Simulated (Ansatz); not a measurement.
BaS$_{2}$:
```cif
data_Ba2S4
_chemical_formula_sum 'Ba2 S4'
_space_group_name_H-M_alt 'P 1'
_space_group_IT_number 1
_cell_length_a 5.25303
_cell_length_b 5.25303
_cell_length_c 9.07345
_cell_angle_alpha 65.057
_cell_angle_beta 114.943
_cell_angle_gamma 125.816
loop_
_space_group_symop_operation_xyz
  'x, y, z'
loop_
_atom_site_label
_atom_site_type_symbol
_atom_site_fract_x
_atom_site_fract_y
_atom_site_fract_z
_atom_site_occupancy
Ba1 Ba 0.85697 0.85697 0.75000 1
Ba2 Ba 0.14303 0.14303 0.25000 1
S1 S 0.19177 0.51455 0.47889 1
S2 S 0.80823 0.48545 0.52111 1
S3 S 0.51455 0.19177 0.02111 1
S4 S 0.48545 0.80823 0.97889 1
```

Relaxed with r²SCAN.

Q: Tabulate the valence density and the electron localisation function along the shortest S–S contact (2.11 Å), plane-wave PAW r²SCAN (Ansatz code).

A: 

```
distance from S (Å)  density (e/Å³)   ELF
-------------------  --------------  ----
0.21                           0.23  0.01
0.32                           0.53  0.07
0.42                           0.80  0.23
0.53                           0.99  0.46
0.63                           1.06  0.64
0.74                           1.03  0.74
0.85                           0.97  0.78
0.95                           0.91  0.79
1.06                           0.88  0.79
1.16                           0.91  0.79
1.27                           0.97  0.78
1.37                           1.03  0.74
1.48                           1.06  0.64
1.59                           0.99  0.46
1.69                           0.80  0.23
1.80                           0.53  0.07
1.90                           0.23  0.01
```

The density is the valence pseudo-density with augmentation charge, so density and ELF within about 1 Å of a nucleus are not all-electron values.

Space group C2/c. The first step of the workflow began from a Materials Project structure, measured or hypothetical; the Crystallography Open Database files this formula in space group No. 15, but the cells were not matched. Whether it is the stable phase at ambient conditions was not checked. The r²SCAN relaxation kept the symmetry of its start; whether a distortion lowers the energy is not shown. Scalar-relativistic: spin–orbit coupling is off unless named, which matters more the heavier the elements.

Potentials: the later of the program's two PAW sets.
